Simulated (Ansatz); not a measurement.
AlN:
```
AlN
1.0
    3.27573     0.00000     0.00000
   -1.63787     2.83687     0.00000
    0.00000     0.00000     4.10178
Al N
2 2
Direct
  0.33333   0.66667   0.75000
  0.66667   0.33333   0.25000
  0.33333   0.66667   0.25000
  0.66667   0.33333   0.75000
```

Relaxed with LDA. Special points in fractions of this cell's reciprocal vectors: Γ (0.000, 0.000, 0.000); M (0.500, 0.000, 0.000); K (0.333, 0.333, 0.000); A (0.000, 0.000, 0.500); L (0.500, 0.000, 0.500); H (0.333, 0.333, 0.500).

Problem. List the band energies nearest the valence-band maximum at these points for LDA in the plane-wave PAW code Ansatz.

Solution. In eV from the valence-band maximum; about four levels below and three above (degenerate sets whole), none deeper than 8.9 eV; points with the same levels are listed once.

```
k                          below                          above
-  -----------------------------  -----------------------------
Γ   -3.39 -3.39 -1.64 -1.64 0.00            3.62 4.60 8.27 8.27
M        -4.64 -4.29 -3.01 -1.42                 3.85 7.24 7.48
K  -4.52 -4.52 -3.90 -3.90 -2.51            5.09 6.10 9.13 9.13
A        -2.56 -2.56 -2.56 -2.56  5.87 5.87 8.44 8.44 8.44 8.44
L        -3.34 -3.34 -1.79 -1.79            5.15 5.15 9.64 9.64
H        -5.32 -5.32 -0.81 -0.81            6.88 6.88 8.42 8.42
```

Space group P6_3/mmc. The first step of the workflow began from a Materials Project structure, measured or hypothetical; the Crystallography Open Database copy checked does not list it. It is not the phase usual at ambient conditions (space group No. 186, 216). Symmetry was held in the LDA relaxation; phonons on a q-mesh show no instability.

Potentials: the later of the program's two PAW sets.
